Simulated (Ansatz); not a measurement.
# In₄SbAs₃: rattling a relaxed structure

The cell was found from a structure generator's guess, not taken from experiment.

Method: Ansatz 0.2.0, DFT PBE, scalar-relativistic, plane waves, PAW. Plane waves to 420 eV, a k mesh through Γ of 8×8×8 on the computed 8-atom cell and Gaussian smearing (0.10 eV); no spin polarisation.

The cell below (8 atoms, space group I-42m (No. 121)) is relaxed within its symmetry.

```
In Sb As
1.0
    -3.15061    3.15061    6.29094
     3.15061   -3.15061    6.29094
     3.15061    3.15061   -6.29094
In Sb As
4 1 3
Cartesian
  -1.5071 1.5071 7.9144
  1.5071 -1.5071 7.9144
  1.6435 1.6435 -1.6234
  1.5071 1.5071 4.6675
  0.0000 0.0000 0.0000
  0.0000 3.1506 3.1455
  3.1506 0.0000 3.1455
  0.0000 0.0000 6.2909
```

For the test it was strained at random (σ = 1.5 % a component), the atoms were moved at random (σ = 0.10 Å), and all was relaxed again on a coarse 4×4×4 mesh (in the run’s order of axes) with 0.20 eV smearing, with no symmetry imposed.

These runs have no spin–orbit coupling, which can matter for Sb.

Question: What happens?

Answer: It returns, within 1 meV/atom of the unmoved cell on that mesh and with the same symmetry when read at 0.1 Å. No instability shows in this cell; modes of other wave vectors, which need another repeat, aren't tested.
